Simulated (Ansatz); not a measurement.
## MgSc: energy along a strain

MgSc, Pm-3m, a = 3.596 Å (as given, not relaxed at this level: -1.4 GPa). The structure is a Materials Project entry; whether it is the stable form wasn't checked. Ansatz: PBEsol, PAW, 420 eV, Γ-centred 14×14×14 mesh on 2 atoms, Gaussian smearing 0.15 eV; no spin polarisation. Cell vectors (Å): 3.596 0.000 0.000; 0.000 3.596 0.000; 0.000 0.000 3.596. The cell is strained by x per cent times the pattern (0 0 0 0 0 1) in the order xx yy zz yz xz xy (engineering shears), with fractional coordinates held. y is the free energy over the start, V0 = 23.259 Å³/atom. Symmetry makes y even in x.

| x (%) | y (meV/atom) |
| --- | --- |
| -6.00 | ? |
| -3.00 | 3.40 |
| 0.00 | 0.00 |
| 1.50 | 0.85 |
| 3.75 | 5.30 |
| 4.50 | 7.61 |
| 5.25 | 10.33 |

Fit y = c2 x² + c4 x⁴ to the other rows, get the stiffness along the pattern, and predict the missing energy.

Least squares on the rows shown. y = 0.3790 x² − 0.0001539 x⁴. The clamped-ion stiffness p·C·p = 2 × 3.790 eV × 160.2 / 23.259 Å³ = 52 GPa, which is C66 in these axes (C44 of the cubic crystal) (second derivative at the start, which stands under stress). At x = -6.00 the fit asked for gives 13.44 meV/atom. The run gave 13.44 meV/atom, the same to the digits shown.